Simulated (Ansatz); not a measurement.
Bi2NiSe4, MnBi2Te4-type layer, relaxed and computed with two functionals in Ansatz (plane waves, PAW).

| functional | a (Å) | thickness (Å) | gap (eV) | IP (eV) |
|---|---|---|---|---|
| PBE | … | … | … | … |
| r²SCAN+D4 | 3.985 | 9.85 | 0.87 | 5.45 |

What belongs in the gaps?


- PBE, a (Å): 4.025
- PBE, thickness (Å): 9.84
- PBE, gap (eV): 0.21
- PBE, IP (eV): 5.09

Spin orders computed, not proven ground states: Bi2NiSe4, MnBi2Te4-type layer with PBE ferromagnetic; Bi2NiSe4, MnBi2Te4-type layer with r²SCAN+D4 ferromagnetic. All cells were relaxed under the symmetry of their starts (and spin orders); stability against distortions was not tested throughout. Spin–orbit coupling is left out wherever it is not named. Constructed layers (a layer type filled with these elements): Bi2NiSe4, MnBi2Te4-type layer; Bi2NiSe4, MnBi2Te4-type layer.

Potentials: the later of the program's two PAW sets.

Ansatz (an electronic-structure program) is a plane-wave DFT program.
